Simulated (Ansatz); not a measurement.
Relaxed-ion elastic tensor of SiO₂ in space group P3_221 (No. 154; Si on 3a, O on 6c) in GPa (Voigt order), the program Ansatz at the r²SCAN level (PAW); density 2.64 g/cm³, 12.62 Å³ per atom.

```
      1      2     3      4     5     6
-  ----  -----  ----  -----  ----  ----
1  86.3    8.9  12.4   18.2   0.0   0.0
2   8.9   86.3  12.4  -18.2   0.0   0.0
3  12.4   12.4   107    0.0   0.0   0.0
4  18.2  -18.2   0.0   59.1   0.0   0.0
5   0.0    0.0   0.0    0.0  59.1  18.2
6   0.0    0.0   0.0    0.0  18.2  38.7
```

**Question.** Is the crystal mechanically stable?

**Answer.** Yes: the smallest eigenvalue of C is 28.1 GPa.

**Question.** Work out the Voigt, Reuss and Hill averages.

**Answer.** K_V = 38.5, K_R = 38.0, K_H = 38.3; G_V = 47.8, G_R = 40.5, G_H = 44.2 GPa.

**Question.** Give Young's modulus, Poisson's ratio, Pugh's ratio and the universal anisotropy index.

**Answer.** E = 9KG/(3K + G) = 95.7 GPa; ν = 0.08; K/G = 0.87 (brittle by the Pugh limit of 1.75); A_U = 5G_V/G_R + K_V/K_R − 6 = 0.91.

**Question.** Estimate the sound speeds and the Debye temperature.

**Answer.** v_l = √((K + 4G/3)/ρ) = 6070 m/s, v_t = √(G/ρ) = 4090 m/s, mean 4470 m/s; Θ = (h/k)(3n/4πV)^(1/3) v_m = 571 K.

**Question.** Solve the Christoffel equation for the three sound speeds along x, y, z.

**Answer.** Eigenvalues of C_ijkl n_j n_l equal ρv² (piezoelectric stiffening left out). In km/s, slowest first: x 3.26, 5.14, 5.72; y 3.83, 4.36, 6.02; z 4.74, 4.74, 6.37.

**Question.** How much does each axis shrink under pressure?

**Answer.** Linear compressibilities β_i = Σ_j S_ij (j = 1 to 3): x 9.6, y 9.6, z 7.1 per TPa.

The cell was relaxed with r²SCAN under the symmetry of its start; phonons on a q-mesh show no instability.

Potentials: the earlier of the program's two PAW sets.
